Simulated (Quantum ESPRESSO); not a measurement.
```
CELL_PARAMETERS angstrom
      3.05396     0.00000     0.00000
     -1.52698     2.64481     0.00000
      0.00000     0.00000     5.01195
ATOMIC_POSITIONS crystal
  C  0.33333 0.66667 0.87540
  C  0.66667 0.33333 0.37540
  Si 0.33333 0.66667 0.49960
  Si 0.66667 0.33333 0.99960
```

Cell and atoms were relaxed with LDA from Materials Project entry mp-7140, within its symmetry.

Question: What does LDA (Quantum ESPRESSO, PseudoDojo norm-conserving, 82 Ry, scalar-relativistic) give for the electronic structure near the Fermi level?

Answer: The LDA gap is indirect, 2.14 eV, from Γ to K; the smallest direct gap is 3.94 eV.
